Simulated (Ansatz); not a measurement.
Relaxed candidate structures of K:

A. Pm-3m (No. 221), cP1, AFLOW prototype A_cP1_221_a (A_h); a = 4.2299 Å, b = 4.2299 Å, c = 4.2299 Å, α = 90.00°, β = 90.00°, γ = 90.00°; K 1b (0.500, 0.500, 0.500)

B. I4₁/amd, origin choice 1 (No. 141), tI4, AFLOW prototype A_tI4_141_a (A5, as in Sn); a = b = 8.1562 Å, c = 4.4150 Å, α = β = γ = 90.00°; K 4a (0.000, 0.000, 0.000)

C. P6/mmm (No. 191), hP3; a = b = 7.4506 Å, c = 4.4473 Å, α = β = 90.00°, γ = 120.00°; K 1a (0.000, 0.000, 0.000); K 2d (0.333, 0.667, 0.500)

Task: Rank these by energy per atom (lowest first), as PBEsol (plane waves to 420 eV, PAW, scalar-relativistic; Ansatz, a first-principles code) gives it.

Result: C (reference), B (+0.06 eV/atom), A (+0.10 eV/atom)

The lowest structure calculated, Fm-3m, cF4, fcc (Cu type), is not among these; it lies 0.01 eV/atom below the lowest of them. Probably no minimum, since a slightly shaken restart fell lower: Pm-3m, cP1, AFLOW prototype A_cP1_221_a (A_h) (by 0.11 eV/atom, to I4/mmm). Each run could gain symmetry but not lose that of its start, so entries can be saddle points. All of these are generated cells (placed on structure types, drawn at random, substituted or restacked) that were not matched to a known phase here. Energies are at zero temperature and pressure, without zero-point motion. No spin polarisation in the result.
